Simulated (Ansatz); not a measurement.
Values for one crystal, relaxed and computed with DFT-PBEsol in the program Ansatz with PAW potentials; other levels are named.

```yaml
volume_per_atom: 14.53 Å³
electronic_character: metallic (no gap)
Gap with spin–orbit coupling: none (metallic)
Density of states at the Fermi level: 0.72 states/eV per atom (mean over ±0.08 eV)
Poisson's ratio: 0.31
Young's modulus: 283 GPa
Pressure derivative B′: 5.1
```

Which of these materials gives this?
A) NiPt, L1₀ or tetragonal B2
B) AlPt3, Cu3Au type
C) Ga2Pt, fluorite or antifluorite type
D) AlNi, Cmcm (Al on 4c, Ni on 4c)

B, AlPt3, Cu3Au type

Space group Pm-3m (Cu3Au type). The workflow started from a Materials Project entry (that database holds measured and hypothetical structures alike); the Crystallography Open Database copy checked does not list it. With Al and Pt taken as one species the cell has the higher symmetry Fm-3m, so it may be an ordered model of a mixed-site phase. Whether it is the stable phase at ambient conditions was not checked. The cell was relaxed with PBEsol under the symmetry of its start; of distortions, only those at the zone centre were tested. The run is not spin-polarised. Scalar-relativistic: spin–orbit coupling is off unless named, which matters more the heavier the elements.

Potentials: the later of the program's two PAW sets.
